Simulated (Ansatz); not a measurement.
Ca2SeO, ordered on the rocksalt lattice (P4/mmm) with 4 atoms a cell, relaxed with r2SCAN in the plane-wave code Ansatz. The symmetry is P4/mmm (No. 123, tetragonal); conventional cell a = 3.883 Å, c = 5.494 Å, 20.71 Å³ an atom. O has 6 Ca at 2.75 Å; Ca has 4 Se at 2.75 Å and 2 O at 2.75 Å; Se has 6 Ca at 2.75 Å; Ca has 4 O at 2.75 Å and 2 Se at 2.75 Å.

The axes x, y and z are those of this cell:
```
CELL_PARAMETERS angstrom
3.88286 0.00000 0.00000
0.00000 3.88286 0.00000
0.00000 0.00000 5.49445
ATOMIC_POSITIONS crystal
O 0.00000 0.00000 0.00000
Ca 0.00000 0.00000 0.50000
Se 0.50000 0.50000 0.50000
Ca 0.50000 0.50000 0.00000
```

Unstrained: With PBE the gap is 2.060 eV and direct, at Γ. The r2SCAN gap is direct at Γ: 2.515 eV. HSE06 gives a direct gap of 3.234 eV at Γ. Meshes: PBE 6×6×6, r2SCAN 6×6×6, HSE06 4×4×4. Strains are changes of length per length, and xy shears are angles. After each strain the atoms were relaxed again with r2SCAN within the symmetry that the strain leaves, so tilts or polar shifts that break it weren't tested; points keep the names that they have in the unstrained zone. No spin polarisation. The prototype was imposed, so other structures may be more stable.

**Question.** Apply xy shear, engineering strain (angle) +2.93 %. How far does the gap move, against the unstrained cell?

**Answer.** PBE: the gap goes from 2.060 to 2.052 eV (-0.008 eV); with r2SCAN the top three valence levels at Γ, degenerate before, become 1+1+1 from the top over 20 meV. r2SCAN: the gap goes from 2.515 to 2.508 eV (-0.007 eV). HSE06: the gap goes from 3.234 to 3.230 eV (-0.004 eV). The r2SCAN energy rises by 3.3 meV an atom.

**Question.** Apply uniaxial -5.08 % along z, other directions held. How far does the gap move, against the unstrained cell?

**Answer.** PBE: the gap goes from 2.060 to 1.986 eV (-0.074 eV); with r2SCAN the top three valence levels at Γ, degenerate before, become 1+2 from the top over 50 meV. r2SCAN: the gap goes from 2.515 to 2.440 eV (-0.075 eV). HSE06: the gap goes from 3.234 to 3.185 eV (-0.049 eV). The r2SCAN energy rises by 29.8 meV an atom.

The runs are scalar-relativistic, without spin-orbit coupling.

The meshes of the hybrids are coarse, so their gaps aren't converged to the digits shown.

The splittings at Γ are without spin-orbit coupling, which regroups them where it is of like size or larger.
